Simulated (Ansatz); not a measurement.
FeB₄ (space group Pnnm)

```
FeB4
1.0
    4.46513     0.00000     0.00000
    0.00000     5.26065     0.00000
    0.00000     0.00000     2.98871
Fe B
2 8
Direct
  0.50000   0.00000   0.00000
  0.00000   0.50000   0.50000
  0.16169   0.87350   0.50000
  0.83831   0.12650   0.50000
  0.66169   0.62650   0.00000
  0.33831   0.37350   0.00000
  0.74957   0.81250   0.50000
  0.25043   0.18750   0.50000
  0.24957   0.68750   0.00000
  0.75043   0.31250   0.00000
```

The volume is varied about the relaxed value V₀ at fixed cell shape. The atoms relax within the cell's symmetry.

Computed with PBEsol (plane waves to 420 eV, PAW, scalar-relativistic; Ansatz, a first-principles code). k mesh 9×8×14 (Γ-centred), Fermi-Dirac smearing 0.05 eV. Energies are smeared free energies. Stress and pressure are positive under compression. With the shape held, the modulus is that of even scaling; a crystal free to change shape is softer. FeB4 is run without spin polarisation. FeB4 was relaxed with its symmetry unable to fall. ΔE is measured from the relaxed starting cell. The last digit holds for this mesh only.

```
V (Å³/atom)  ΔE (meV/atom)
-----------  -------------
6.599                 26.0
6.669             withheld
6.740                 11.2
6.810                  6.2
6.880                  2.7
6.950                  0.7
7.020                  0.0
7.091                  0.6
7.161                  2.5
7.231                  5.6
7.301                  9.8
7.371                 15.1
7.442                 21.4
```

Task: Fit a third-order Birch-Murnaghan form (E₀, V₀, B₀, B₀′ free) to the given rows and predict ΔE at V = 6.669.

Result: Least squares on the 12 given rows: ΔE = E₀ + (9V₀B₀/16)·y²·[2 + (B₀′ − 4)y], y = (V₀/V)^(2/3) − 1, with V₀ = 7.021 Å³/atom, B₀ = 298.3 GPa (160.2 GPa = 1 eV/Å³; the term in eV is multiplied by 1000), B₀′ = 3.70, E₀ = 0.00 meV/atom; root-mean-square residual 0.03 meV/atom. At 6.669 the fit gives 17.8 meV/atom; the calculation gives 17.8 meV/atom, the same to the digits shown. For the pressure the fit gives 16.9 GPa against the computed 16.9 GPa.

(A scan under strain: stresses follow from slopes of the energy per volume, elastic moduli from its curvatures.)
